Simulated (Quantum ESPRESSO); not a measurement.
Si3AlC3N, input and log of a self-consistent run

A calculation, not a measurement. The program is pw.x of Quantum ESPRESSO 7.5 (plane-wave density functional theory). The cell is made up: 8 atoms on a wurtzite lattice, with randomly drawn elements, strain and displacements, not relaxed. PseudoDojo standard norm-conserving files (v0.5 for PBE, v0.4.1 for LDA and PBEsol) set the functional; there is no spin polarisation, spin-orbit coupling or dispersion term, and the masses in the input are unused placeholders.

Input:

```
&control calculation='scf', pseudo_dir='./dojo.nc.sr.pbe.v0_5.standard.upf', outdir='./o', disk_io='medium', tprnfor=.true., tstress=.true. /
&system ibrav=0, nat=8, ntyp=4, nbnd=22, ecutwfc=84.00895049, nosym=.true., tot_charge=0,
 occupations='smearing', smearing='fd', degauss=0.0018374661
/
&electrons conv_thr=7.350e-09, electron_maxstep=60, /
ATOMIC_SPECIES
Al 1.0 Al.upf
C 1.0 C.upf
N 1.0 N.upf
Si 1.0 Si.upf
CELL_PARAMETERS angstrom
3.1322 0.0537 -0.011
0.0928 5.4028 -0.044
-0.0185 -0.0418 5.1377
ATOMIC_POSITIONS angstrom
Si 0.0574 0.0319 -0.0158
Al 1.6689 2.6409 -0.0066
Si 1.516 0.8763 2.514
Si 0.0063 3.5322 2.5433
C -0.0048 -0.0209 2.028
C 1.652 2.8153 1.8636
N 1.6741 0.9041 4.4972
C 0.0075 3.6087 4.3972
K_POINTS automatic
6 4 4 1 1 1
```

The log is shortened where brackets say so; the opening notice, blank lines, dates and the lines on written files are dropped, and the path of the files is cut. It prints rydbergs, bohrs and kilobars, and counts compression as positive stress. With no partly filled state, the Fermi energy that it prints is only some level between the filled and the empty states on the mesh, and need not lie in the true gap.

```
     Program PWSCF v.7.5
     Parallel version (MPI & OpenMP), running on       1 processor cores
     Number of MPI processes:                 1
     Threads/MPI process:                     1
     [start-up lines left out]
     bravais-lattice index     =            0
     lattice parameter (alat)  =       5.9199  a.u.
     unit-cell volume          =     586.5053 (a.u.)^3
     number of atoms/cell      =            8
     number of atomic types    =            4
     number of electrons       =        32.00
     number of Kohn-Sham states=           22
     kinetic-energy cutoff     =      84.0090  Ry
     charge density cutoff     =     336.0358  Ry
     scf convergence threshold =      7.3E-09
     mixing beta               =       0.7000
     number of iterations used =            8  plain     mixing
     Exchange-correlation= PBE
                           (   1   4   3   4   0   0   0)
     [axes and pseudopotential details left out]
   Cartesian axes
     site n.     atom                  positions (alat units)
         1        Si     tau(   1) = (   0.0183230   0.0101830  -0.0050436  )
         2        Al     tau(   2) = (   0.5327388   0.8430163  -0.0021068  )
         3        Si     tau(   3) = (   0.4839308   0.2797286   0.8025079  )
         4        Si     tau(   4) = (   0.0020111   1.1275331   0.8118609  )
         5        C      tau(   5) = (  -0.0015322  -0.0066716   0.6473691  )
         6        C      tau(   6) = (   0.5273441   0.8986875   0.5948901  )
         7        N      tau(   7) = (   0.5343987   0.2886028   1.4355761  )
         8        C      tau(   8) = (   0.0023941   1.1519531   1.4036546  )
     number of k points=    48  Fermi-Dirac smearing, width (Ry)=  0.0018
                       cart. coord. in units 2pi/alat
        k(    1) = (   0.0823877   0.0716909   0.0770979), wk =   0.0416667
        k(    2) = (   0.0829020   0.0729236   0.2295457), wk =   0.0416667
     [further k points left out]
     Dense  grid:    61003 G-vectors     FFT dimensions: (  36,  60,  60)
     Estimated max dynamical RAM per process >      70.76 MB
     Initial potential from superposition of free atoms
     starting charge      31.9956, renormalised to      32.0000
     Starting wfcs are   32 randomized atomic wfcs
     total cpu time spent up to now is        5.2 secs
     per-process dynamical memory:    55.9 Mb
     Self-consistent Calculation
     iteration #  1     ecut=    84.01 Ry     beta= 0.70
     Davidson diagonalization with overlap
     ethr =  1.00E-02,  avg # of iterations =  3.1
     total cpu time spent up to now is       15.8 secs
     total energy              =     -86.18347669 Ry
     estimated scf accuracy    <       2.07633734 Ry
     iteration #  2     ecut=    84.01 Ry     beta= 0.70
     Davidson diagonalization with overlap
     ethr =  6.49E-03,  avg # of iterations =  2.2
     total cpu time spent up to now is       25.9 secs
     total energy              =     -86.53929741 Ry
     estimated scf accuracy    <       1.96063469 Ry
     iteration #  3     ecut=    84.01 Ry     beta= 0.70
     Davidson diagonalization with overlap
     ethr =  6.13E-03,  avg # of iterations =  2.0
     total cpu time spent up to now is       34.1 secs
     total energy              =     -86.98400572 Ry
     estimated scf accuracy    <       0.26345330 Ry
     iteration #  4     ecut=    84.01 Ry     beta= 0.70
     Davidson diagonalization with overlap
     ethr =  8.23E-04,  avg # of iterations =  2.0
     total cpu time spent up to now is       42.3 secs
     total energy              =     -87.01113752 Ry
     estimated scf accuracy    <       0.02913910 Ry
     iteration #  5     ecut=    84.01 Ry     beta= 0.70
     Davidson diagonalization with overlap
     ethr =  9.11E-05,  avg # of iterations =  6.7
     total cpu time spent up to now is       53.8 secs
     total energy              =     -87.01675884 Ry
     estimated scf accuracy    <       0.00616083 Ry
     [iterations 6 to 8 left out]
     iteration #  9     ecut=    84.01 Ry     beta= 0.70
     Davidson diagonalization with overlap
     ethr =  3.43E-08,  avg # of iterations =  3.1
     total cpu time spent up to now is       95.7 secs
     total energy              =     -87.01840904 Ry
     estimated scf accuracy    <       0.00000208 Ry
     iteration # 10     ecut=    84.01 Ry     beta= 0.70
     Davidson diagonalization with overlap
     ethr =  6.49E-09,  avg # of iterations =  2.1
     total cpu time spent up to now is      104.9 secs
     total energy              =     -87.01840935 Ry
     estimated scf accuracy    <       0.00000044 Ry
     iteration # 11     ecut=    84.01 Ry     beta= 0.70
     Davidson diagonalization with overlap
     ethr =  1.36E-09,  avg # of iterations =  2.0
     total cpu time spent up to now is      114.4 secs
     total energy              =     -87.01840939 Ry
     estimated scf accuracy    <       0.00000009 Ry
     iteration # 12     ecut=    84.01 Ry     beta= 0.70
     Davidson diagonalization with overlap
     ethr =  2.69E-10,  avg # of iterations =  2.1
     total cpu time spent up to now is      123.7 secs
     total energy              =     -87.01840941 Ry
     estimated scf accuracy    <          8.3E-09 Ry
     iteration # 13     ecut=    84.01 Ry     beta= 0.70
     Davidson diagonalization with overlap
     ethr =  2.60E-11,  avg # of iterations =  3.7
     total cpu time spent up to now is      136.1 secs
     End of self-consistent calculation
          k = 0.0824 0.0717 0.0771 (  7635 PWs)   bands (ev):
    -8.1872  -4.8261  -2.8699  -1.3003   0.6054   1.4351   2.6029   3.7395
     4.1146   5.7346   5.9425   6.6429   7.2228   8.1485   8.6781   9.6580
    11.0002  12.3098  13.2913  14.1473  15.1272  15.3429
     [levels at the other k points left out]
     the Fermi energy is    10.4656 ev
!    total energy              =     -87.01840941 Ry
     estimated scf accuracy    <          2.9E-09 Ry
     smearing contrib. (-TS)   =      -0.00000000 Ry
     internal energy E=F+TS    =     -87.01840941 Ry
     The total energy is F=E-TS. E is the sum of the following terms:
     one-electron contribution =      13.25121812 Ry
     hartree contribution      =      13.18612128 Ry
     xc contribution           =     -30.87761012 Ry
     ewald contribution        =     -82.57813869 Ry
     convergence has been achieved in  13 iterations
     Forces acting on atoms (cartesian axes, Ry/au):
     atom    1 type  4   force =     0.00187930   -0.11424053    0.00071761
     atom    2 type  1   force =    -0.02617206    0.14287964   -0.05610209
     atom    3 type  4   force =     0.05681800    0.08750458    0.02072921
     atom    4 type  4   force =     0.06338336    0.02932012    0.02697690
     atom    5 type  2   force =    -0.02130001    0.01230356   -0.06858682
     atom    6 type  2   force =    -0.06834372   -0.11655698    0.08895915
     atom    7 type  3   force =    -0.04100259   -0.07837654   -0.03832996
     atom    8 type  2   force =     0.03473772    0.03716615    0.02563600
     Total force =     0.313432     Total SCF correction =     0.000042
     Computing stress (Cartesian axis) and pressure
          total   stress  (Ry/bohr**3)                   (kbar)     P=      -22.96
  -0.00016477  -0.00028609   0.00011891          -24.24      -42.09       17.49
  -0.00028609  -0.00021852   0.00030321          -42.09      -32.15       44.60
   0.00011891   0.00030321  -0.00008501           17.49       44.60      -12.51
     init_run     :      4.91s CPU      4.99s WALL (       1 calls)
     electrons    :    123.74s CPU    130.96s WALL (       1 calls)
     forces       :      2.27s CPU      2.30s WALL (       1 calls)
     stress       :      8.97s CPU      9.03s WALL (       1 calls)
     [timing details left out]
     PWSCF        :   2m20.11s CPU   2m27.71s WALL
     JOB DONE.
```

In other units: free energy -1183.946 eV for the cell, pressure -2.30 GPa, largest force component 3.674 eV/Å. A rerun of the same cell at another strain at 1437 eV and a 8 x 6 x 6 mesh moved values by no more than 0.002 eV in energy, 0.09 GPa in stress and 0.013 eV/Å in force.